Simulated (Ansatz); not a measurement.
BaCuSF:
```cif
data_Ba2Cu2F2S2
_chemical_formula_sum 'Ba2 Cu2 S2 F2'
_space_group_name_H-M_alt 'P 1'
_space_group_IT_number 1
_cell_length_a 4.09288
_cell_length_b 4.09288
_cell_length_c 9.06911
_cell_angle_alpha 90.000
_cell_angle_beta 90.000
_cell_angle_gamma 90.000
loop_
_space_group_symop_operation_xyz
  'x, y, z'
loop_
_atom_site_label
_atom_site_type_symbol
_atom_site_fract_x
_atom_site_fract_y
_atom_site_fract_z
_atom_site_occupancy
Ba1 Ba 0.00000 0.50000 0.82094 1
Ba2 Ba 0.50000 0.00000 0.17906 1
Cu1 Cu 0.50000 0.50000 0.50000 1
Cu2 Cu 0.00000 0.00000 0.50000 1
S1 S 0.00000 0.50000 0.35676 1
S2 S 0.50000 0.00000 0.64324 1
F1 F 0.50000 0.50000 0.00000 1
F2 F 0.00000 0.00000 0.00000 1
```

Relaxed with r²SCAN. DFT-r²SCAN in the program Ansatz with PAW potentials gives a gap of 1.85 eV.

Problem. What gap does HSE06 give on the same cell (Ansatz, PAW)?

Solution. 2.76 eV, 0.91 eV more. The hybrid was solved on a coarser mesh and at special points; its gap is the smallest among all of these.

```json
[
 {"k": "Γ", "v1 r²SCAN": "0.00", "c1 r²SCAN": "1.85", "v1 HSE06": "0.00", "c1 HSE06": "2.76"},
 {"k": "Z", "v1 r²SCAN": "-0.01", "c1 r²SCAN": "2.10", "v1 HSE06": "___", "c1 HSE06": "___"},
 {"k": "M", "v1 r²SCAN": "-1.08", "c1 r²SCAN": "3.44", "v1 HSE06": "___", "c1 HSE06": "___"},
 {"k": "A", "v1 r²SCAN": "-1.08", "c1 r²SCAN": "3.63", "v1 HSE06": "___", "c1 HSE06": "___"},
 {"k": "R", "v1 r²SCAN": "-0.58", "c1 r²SCAN": "2.81", "v1 HSE06": "___", "c1 HSE06": "___"},
 {"k": "X", "v1 r²SCAN": "-0.59", "c1 r²SCAN": "2.65", "v1 HSE06": "-0.75", "c1 HSE06": "3.57"}
]
```

Problem. Top valence (v1) and lowest conduction level (c1) in eV from each method's valence maximum (which need not be a listed point): supply the withheld HSE06 values.

Solution. 
- R, v1 HSE06: -0.73
- R, c1 HSE06: 3.75
- Z, v1 HSE06: -0.01
- Z, c1 HSE06: 2.95
- A, v1 HSE06: -1.60
- A, c1 HSE06: 4.46
- M, v1 HSE06: -1.60
- M, c1 HSE06: 4.29

Cost on shared cores: the r²SCAN run (SCF on a 7×7×3 mesh, then bands and DOS) roughly 110 core-seconds, the HSE06 run (SCF on 4×4×2, then a few points) about 2.5 core-minutes (a rough figure); the tasks are unlike.

Space group P4/nmm. The first step of the workflow began from a Materials Project structure, measured or hypothetical; the Crystallography Open Database copy checked does not list it. Whether it is the stable phase at ambient conditions was not checked. The r²SCAN relaxation kept the symmetry of its start; phonons on a q-mesh show no instability. No spin polarisation was allowed. No Hubbard U is applied. Scalar-relativistic: spin–orbit coupling is off unless named, which matters more the heavier the elements.

Potentials: the earlier of the program's two PAW sets.
